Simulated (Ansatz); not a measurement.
**Property card for BaTiO3**

Computed with DFT PBE+U, scalar-relativistic, plane waves, PAW (Ansatz).

Settings: cutoff 420 eV, Γ-centred mesh 8×8×8 on the computed 5-atom cell, Gaussian smearing of 0.02 eV; U_eff Ti 4.00 eV on the d shells (Löwdin-orthogonalised atomic orbitals); no spin polarisation.

The structure is relaxed at this level of theory with its symmetry kept. Whether it is the stable form of this composition wasn't checked.

```
Ba Ti O
1.0
     4.01120    0.00000    0.00000
     0.00000    4.01120    0.00000
     0.00000    0.00000    4.12677
Ba Ti O
1 1 3
Direct
  0.00000 0.00000 0.99551
  0.50000 0.50000 0.48120
  0.50000 0.50000 0.03153
  0.50000 0.00000 0.51738
  0.00000 0.50000 0.51738
```

| Quantity | Value |
| --- | --- |
| Space group | P4mm (No. 99) |
| Volume per atom | 89.6 bohr³ |
| Kohn–Sham band gap | 2.27 eV, indirect from A to Γ |
| Löwdin character of the top 1 eV of the valence band | O 2p 94 % |
| Löwdin character of the lowest 1 eV of the conduction band | Ti 3d 86 %, O 2p 10 % |
| Electron masses at the edge by Cartesian direction of the standard setting (m_e; degenerate bands sorted by energy; no spin-orbit coupling) | x: 0.56; y: 0.56; z: 9.8 |
| Hole masses at the edge by Cartesian direction of the standard setting (m_e; degenerate bands sorted by energy; no spin-orbit coupling) | x: 0.83; y: 0.83; z: 22 |
| Bader charges (e) | Ba (1 in the cell) 1.54, Ti (1 in the cell) 2.33, O (1 in the cell) -1.27, O (2 in the cell) -1.30 |

Spin-orbit coupling is left out, which matters for the bands of heavy elements.

A ferromagnetic start lost its moments in a first run, so spin was left out; other magnetic orders weren't tried.

Cost: 11 runs of about 18 core-minutes in all, on Intel Xeon Platinum 8375C (Ice Lake) (shared hosts).